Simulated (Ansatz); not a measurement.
Property card for BN

BN:
```cif
data_B2N2
_chemical_formula_sum 'B2 N2'
_space_group_name_H-M_alt 'P42/mmc'
_space_group_IT_number 131
_space_group_name_Hall '-P 4c 2'
_cell_length_a 2.49701
_cell_length_b 2.49701
_cell_length_c 4.30622
_cell_angle_alpha 90.000
_cell_angle_beta 90.000
_cell_angle_gamma 90.000
loop_
_atom_site_label
_atom_site_type_symbol
_atom_site_symmetry_multiplicity
_atom_site_Wyckoff_symbol
_atom_site_fract_x
_atom_site_fract_y
_atom_site_fract_z
_atom_site_occupancy
B1 B 2 c 0.00000 0.50000 0.00000 1
N1 N 2 e 0.00000 0.00000 0.25000 1
```

Space group P4_2/mmc (No. 131); conventional cell a = b = 2.4970 Å, c = 4.3062 Å, α = β = γ = 90.00°.

Method: PBE in the plane-wave PAW code Ansatz. The cell and atoms are relaxed at this level. Other levels are named where they apply.

Cell and energy:

```yaml
volume_per_atom: 6.71 Å³
density: 3.07 g/cm³
Formation energy from the elements (no fitted shifts): 0.61 eV/atom
```

Electronic structure:

```yaml
electronic_character: metallic (no gap)
Density of states at the Fermi level: 0.29 states/eV per atom (mean over ±0.08 eV)
```

Mechanics:

```yaml
Bulk modulus (Birch–Murnaghan fit): 274 GPa
Pressure derivative B′: 3.7
```

A made-up cell: these elements were put on the sites of a structure type; neither database checked (COD, Materials Project) lists it. It is not the phase usual at ambient conditions (space group No. 186, 194, 216). The PBE relaxation kept the symmetry of its start; whether a distortion lowers the energy is not shown. The references are the lowest solids computed at this level, not always the standard phases (solids in place of the gases).

Potentials: the later of the program's two PAW sets.
